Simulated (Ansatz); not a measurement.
Relaxed LaTiO3 (cubic perovskite):

```yaml
crystal:
  lattice:
    - [7.74431, 0.00000, 0.00000]
    - [3.87216, 3.87216, 0.00000]
    - [0.00000, 0.00000, 3.87216]
  atoms:
    - { symbol: La, position: [0.00000, 0.00000, 0.00000] }
    - { symbol: La, position: [0.50000, 0.00000, 0.00000] }
    - { symbol: Ti, position: [0.00000, 0.50000, 0.50000] }
    - { symbol: Ti, position: [0.50000, 0.50000, 0.50000] }
    - { symbol: O, position: [0.75000, 0.50000, 0.50000] }
    - { symbol: O, position: [0.25000, 0.50000, 0.50000] }
    - { symbol: O, position: [0.25000, 0.00000, 0.50000] }
    - { symbol: O, position: [0.75000, 0.00000, 0.50000] }
    - { symbol: O, position: [0.00000, 0.50000, 0.00000] }
    - { symbol: O, position: [0.50000, 0.50000, 0.00000] }
```

A phonon eigenvector at M = (0.5, 0.5, 0.0) is frozen into this cell: atom i moves by Q times the vector below, so Q is the largest atomic displacement, in Å. The cell is held. (q is in reciprocal vectors of the primitive cell; the cell shown is doubled to hold the pattern.)

| atom | x | y | z |
|---|---|---|---|
| O5 | 0.000 | 1.000 | 0.000 |
| O6 | 0.000 | -1.000 | 0.000 |
| O7 | -1.000 | 0.000 | 0.000 |
| O8 | 1.000 | 0.000 | 0.000 |

Atoms not listed stay in place.

All values below come from LDA (plane waves to 420 eV, PAW, scalar-relativistic; Ansatz, an electronic-structure program). k mesh 12×12×12 (Γ-centred), Fermi-Dirac smearing 0.05 eV. The energy includes the smearing's −TS. Stress and pressure are positive under compression. With partly filled bands, energies and forces of such displacements shift with the k mesh and the smearing. LaTiO3 is run without spin polarisation and with no Hubbard U. LaTiO3 was relaxed with its symmetry unable to fall. This is one of several known forms of LaTiO3; the measured ambient cells at hand have space group No. 62. ΔE is measured from the undisplaced structure.

| Q (Å) | ΔE (meV/cell) | −dE/dQ from forces (eV/Å) | P (GPa) |
|---|---|---|---|
| -0.660 | 883 | 8.236 | 4.9 |
| -0.550 | [?] | [?] | 2.7 |
| -0.440 | -71 | 1.399 | 1.4 |
| -0.330 | -133 | -0.082 | 0.7 |
| -0.220 | -88 | -0.612 | 0.3 |
| -0.110 | -24 | -0.439 | 0.1 |
| 0.000 | 0 | 0.000 | 0.0 |
| 0.110 | -24 | 0.439 | 0.1 |
| 0.220 | -88 | 0.612 | 0.3 |
| 0.330 | -133 | 0.082 | 0.7 |
| 0.440 | -71 | -1.399 | 1.4 |
| 0.550 | [?] | [?] | 2.7 |
| 0.660 | 883 | -8.236 | 4.9 |

Task: Some entries are withheld; supply them.

Result: 
- -0.550, ΔE (meV/cell): 219
- -0.550, −dE/dQ from forces (eV/Å): 4.091
- 0.550, ΔE (meV/cell): 219
- 0.550, −dE/dQ from forces (eV/Å): -4.091

(A displaced cell: forces are minus the slopes of the energy, force constants its curvatures, and phonons follow from these.)
